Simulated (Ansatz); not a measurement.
Relaxed-ion elastic tensor of VIr$_{3}$ (Cu3Au type, space group No. 221) in GPa (Voigt order), LDA (plane waves, PAW; program Ansatz); density 19.41 g/cm³, 13.42 Å³ per atom.

```
609  253  253  0.0  0.0  0.0
253  609  253  0.0  0.0  0.0
253  253  609  0.0  0.0  0.0
0.0  0.0  0.0  297  0.0  0.0
0.0  0.0  0.0  0.0  297  0.0
0.0  0.0  0.0  0.0  0.0  297
```

**Question.** Is the crystal mechanically stable?

**Answer.** Yes: the smallest eigenvalue of C is 297 GPa.

**Question.** Work out the Voigt, Reuss and Hill averages.

**Answer.** K_V = 372, K_R = 372, K_H = 372; G_V = 250, G_R = 235, G_H = 242 GPa.

**Question.** Give Young's modulus, Poisson's ratio, Pugh's ratio and the universal anisotropy index.

**Answer.** E = 9KG/(3K + G) = 597 GPa; ν = 0.23; K/G = 1.53 (brittle by the Pugh limit of 1.75); A_U = 5G_V/G_R + K_V/K_R − 6 = 0.32.

**Question.** Estimate the sound speeds and the Debye temperature.

**Answer.** v_l = √((K + 4G/3)/ρ) = 5980 m/s, v_t = √(G/ρ) = 3530 m/s, mean 3910 m/s; Θ = (h/k)(3n/4πV)^(1/3) v_m = 490 K.

**Question.** Give the Zener ratio and Young's modulus along [100], [110] and [111].

**Answer.** A = 2C44/(C11 − C12) = 1.67; 1/E = S11 − 2(S11 − S12 − S44/2)Γ with Γ = 0, 1/4, 1/3 gives 461, 622, 704 GPa.

**Question.** Solve the Christoffel equation for the three sound speeds along [100], [110], [111].

**Answer.** Eigenvalues of C_ijkl n_j n_l equal ρv². In km/s, slowest first: [100] 3.91, 3.91, 5.60; [110] 3.03, 3.91, 6.13; [111] 3.35, 3.35, 6.29.

Space group Pm-3m (Cu3Au type). The first step of the workflow began from a Materials Project structure, measured or hypothetical; the Crystallography Open Database files this formula in space group No. 221, but the cells were not matched. Whether it is the stable phase at ambient conditions was not checked. The cell was relaxed with LDA under the symmetry of its start; its stability against distortions is not shown here. No spin polarisation was allowed. As this level gives no gap, shear constants depend on the k-mesh and smearing (Fermi–Dirac, 0.1 eV here). Scalar-relativistic: spin–orbit coupling is off unless named, which matters more the heavier the elements.

Potentials: the later of the program's two PAW sets.
